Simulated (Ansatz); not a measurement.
**Ru, bcc: geometry optimisation**

Method: DFT, BLYP, plane waves (420 eV) with PAW, scalar-relativistic (Ansatz 0.2.0). The PAW files were generated under PBE, with cores re-solved for the functional.

k-point mesh 15×15×15, Fermi-Dirac smearing 0.1 eV, no spin polarisation. Cell and atoms relax.

Starting structure:

```
Ru
1.0
    -1.50203    1.50203    1.50203
     1.50203   -1.50203    1.50203
     1.50203    1.50203   -1.50203
Ru
1
Cartesian
  0.0000 0.0000 0.0000
```

Q: What cell does the relaxation end in?

A: Im-3m with a = 3.105 Å; 14.96 Å³ per atom against 13.55 at the start (10.4 %).

Q: How much energy does the relaxation gain?

A: 119.6 meV per atom.
